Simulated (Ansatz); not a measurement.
# Lu, one cell by several methods

```xyz
2
Lattice="3.5099 0.0000 0.0000 -1.7549 3.0397 0.0000 0.0000 0.0000 5.6779" Properties=species:S:1:pos:R:3 pbc="T T T"
Lu    0.0000    2.0264    1.4195
Lu    1.7549    1.0132    4.2584
```

Atom numbers follow the list: Lu1, Lu2.

The cell comes from COD entry 1538083, which wasn't checked; take it as a given geometry. The listed cell was then made from it by scaling, straining or moving an atom.

No spin–orbit coupling, which matters for the heavy atoms here.

Methods: DFT, PBEsol, PAW with Ansatz's default frozen-core files, scalar-relativistic (Ansatz 0.2.0); DFT, PBEsol, all-electron PAW with datasets made for the crystal, scalar-relativistic (Ansatz 0.2.0); DFT, PBEsol, all-electron LAPW, scalar-relativistic (Ansatz 0.2.0).

For PAW: a Γ-centred 13×13×8 k mesh, Fermi–Dirac smearing of 0.03 eV, cutoff 420 eV, no spin polarisation; the PAW files were made with PBE, and the program remakes their frozen cores for this functional. The crystal-made all-electron datasets (AE datasets) take a cutoff of 340 eV at this cell. LAPW targets a basis error of 0.5 meV/atom. The Ansatz runs share mesh, smearing and spin set-up. Plane-wave (PAW) pressures include the program's estimate of the Pulay term.

Stress and pressure are positive in compression.

Spin–orbit coupling is left out, which moves gradients at and beside heavy atoms by some per cent and at worst by a factor of two.

In a metal, gradients converge slowly with the k mesh: the values move by tens of per cent from one mesh to another, at times in sign, so only the comparison on one mesh counts.

```json
{"quantity": "pressure (GPa)", "PAW": "-4.07", "AE datasets": "-4.06", "LAPW": "-4.06"}
{"quantity": "stress xx (GPa)", "PAW": "-3.28", "AE datasets": "-3.27", "LAPW": "-3.27"}
{"quantity": "stress zz (GPa)", "PAW": "-5.66", "AE datasets": "-5.65", "LAPW": "-5.65"}
{"quantity": "field gradient Vzz at Lu1 (10²¹ V/m²)", "PAW": "2.86", "AE datasets": "2.94", "LAPW": "–"}
```

PAW's pressure differs from the LAPW value by about 0.01 GPa or less.
